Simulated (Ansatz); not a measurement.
Input file for Ansatz (a quantum-chemistry and plane-wave program):

Ansatz 0.2 input:
```yaml
crystal:
  lattice:
    - [1.8121515309, 1.0462461742, 6.571522601]
    - [-1.8121515309, 1.0462461742, 6.571522601]
    - [0.0, -2.0924923484, 6.571522601]
  atoms:
    - { symbol: Li, position: [0.9033996368, 0.9033996368, 0.9033996368] }
    - { symbol: Li, position: [0.0966003632, 0.0966003632, 0.0966003632] }
    - { symbol: Li, position: [0.6556619483, 0.6556619483, 0.6556619483] }
    - { symbol: Li, position: [0.3443380517, 0.3443380517, 0.3443380517] }
    - { symbol: N, position: [0.0, 0.0, 0.0] }
    - { symbol: Cl, position: [0.5, 0.5, 0.5] }
kpoints:
  mp_grid: { grid: [9, 9, 9] }
hamiltonian:
  xc: r2scan
  pseudopotentials: { kind: paw }
scf:
  occupations: { method: fixed }
checkpoint: { read: static.run }
output: { write_density: true, elf: true, volumetric_format: npy }
basis: { fft_grid_basis: typed }
```

Output (shortened):

```
Pseudopotentials: kind: paw
Pseudopotential: Li, paw, valence charge 3
Pseudopotential: N, paw, valence charge 5
Pseudopotential: Cl, paw, valence charge 7
Functional definition: r2SCAN
Crystal: 6 atoms, lattice volume = 74.756 Å³
Basis set: ecut = 500 eV, 1937 PW (Γ), exchange–correlation on 216×216×216 points (64 copies of the dense FFT grid, shifted against one another)
Bands: 18, of which v1, the nominal top of the filled ones, is band 12 counted from 1 (11 counted from 0)
Symmetry: 12 space group operations
Space group: R-3m (ITA 166), of the structure as read, at distance tolerance 4.2e-5 Å
k-points: 85 of 729
PAW frozen core: N, regenerated for the run's functional
PAW frozen core: Cl, regenerated for the run's functional
Initial density: read from a saved state, or passed on in memory by an earlier SCF of this step, an earlier step, the calling program or the single point that …
Stability of the state it starts from, as read at its close in the unpolarized treatment …
Initial wavefunctions: pseudopotential atomic-orbital guess
Eigensolver: davidson
Functional: x = r2scan, c = r2scan; τ floored in thin density (d = 2e-4 eV/Å³)
iter 1 solved again at ethr=5.75e-8 eV; its pass at ethr=3.10e-3 eV (dr2=1.38e-5 eV) is discarded
SCF iter   1: F=—  HF=-2294.903974 eV  |F-HF|=—  |Δ(HF+E_count)|=         —  Δρ=4.78e-7  dr2=1.68e-10  dr2_τ=1.21e-11  ethr=5.75e-8  ⟨swp⟩=2.0  Hψ=10302  notcnv=0  defer=340
all-band conjugate gradients solve this SCF's bands
preconditioner: auto → none
SCF iter   2: F=-2294.903974 eV  HF=-2294.903974 eV  |F-HF|=1.59e-11  |Δ(HF+E_count)|=   6.22e-9  Δρ=3.26e-7  dr2=6.28e-11  dr2_τ=1.33e-11  ethr=1.00e-12  ⟨swp⟩=9.0  Hψ=7952  notcnv=0
SCF 1 converged in 2 iterations: F = -2294.903974 eV  dr2 = 6.28e-11
SCF converged after 2 iterations
Free energy (F): -2294.903974 eV
Harris-Foulkes:  -2294.903974 eV  (|F-HF|=1.59e-11)
Internal energy: -2294.903974 eV  (E = F + TS)
E sigma→0 (E₀):  -2294.903974 eV
Fermi energy:    3.903369 eV
--- Per-component energies (eV) ---
  E_band       = -376.435047
  E_kinetic    = 382.778204
  E_local      = -961.520690  (includes V_loc(G=0)·N_el)
  E_nonlocal   = -59.580598
  E_hartree    = 303.393000
  E_xc         = -208.133201
  E_vxc        = -282.896767  (∫ρ·V_xc dr)
  E_paw        = -882.313909  (= ΣΔE_a)
  E_vpaw       = -78.016239  (= ΣTr[D̂ρ^β])
  E_aug_tail   = -0.000366  (compensation charges beyond the density's cutoff)
  E_vtau       = 16.015320  (kinetic-family band-sum trace: ∫τ·v_τ [+ j·A + Jᵃ·Aᵃ] dr)
  E_ewald      = -869.360443
  E_core_change = -0.165971  (= ΣΔE_core)
  E_smearing   =  0.000000  (= −TS)
  E_closure    = 0.000000  (closes the sum)
  Σ components = -2294.903974   (vs F -2294.903974, Δ=0.00e0)
  [band-id]    e_kinetic+e_local+e_nonlocal+2·e_hartree+e_vxc+e_vpaw+e_augmentation_tail+e_vtau = -376.435137   (vs E_band -376.435047, Δ=-8.99e-5)
--- Band table (eV; the first three rows and the last of 85) ---
  k-point 0: bands = ["-43.0682", "-43.0644", "-41.9189", "-41.6339", "-14.0134", "-8.3395", "-2.1338", "-0.4723", "-0.4723", "2.3463", "3.9034", "3.9034", "6.4044", "8.6307", "10.2587", "11.0985", "11.0985", "12.1209"]
  k-point 1: bands = ["-43.0678", "-43.0642", "-41.9112", "-41.6414", "-13.9687", "-8.3271", "-2.0791", "-0.8140", "-0.5474", "2.4081", "3.5723", "3.7640", "6.7950", "9.0175", "9.7798", "11.0902", "11.3651", "12.1369"]
  k-point 2: bands = ["-43.0668", "-43.0639", "-41.8892", "-41.6625", "-13.8516", "-8.2956", "-1.9416", "-1.5656", "-0.7284", "2.5750", "2.9353", "3.4443", "7.5309", "8.9637", "9.8061", "10.9062", "11.7643", "11.8506"]
  k-point 84: bands = ["-43.0669", "-43.0651", "-41.9112", "-41.6414", "-13.9686", "-8.3375", "-1.9186", "-0.8162", "-0.5472", "1.9034", "3.6336", "3.7540", "7.6002", "8.5643", "9.7855", "11.1070", "11.6552", "12.6582"]
  band table: 18 of 18 bands, residual norms ≤ 1.0e-3 eV
```

Cost: about 13 core-seconds (a rough figure) on shared cores.

The first step of the workflow began from a Materials Project structure, measured or hypothetical; the Crystallography Open Database copy checked does not list it. Its standing as an ambient phase is unchecked. The r²SCAN relaxation kept the symmetry of its start; whether a distortion lowers the energy is not shown.

Potentials: the later of the program's two PAW sets.

Ansatz is a plane-wave DFT program.
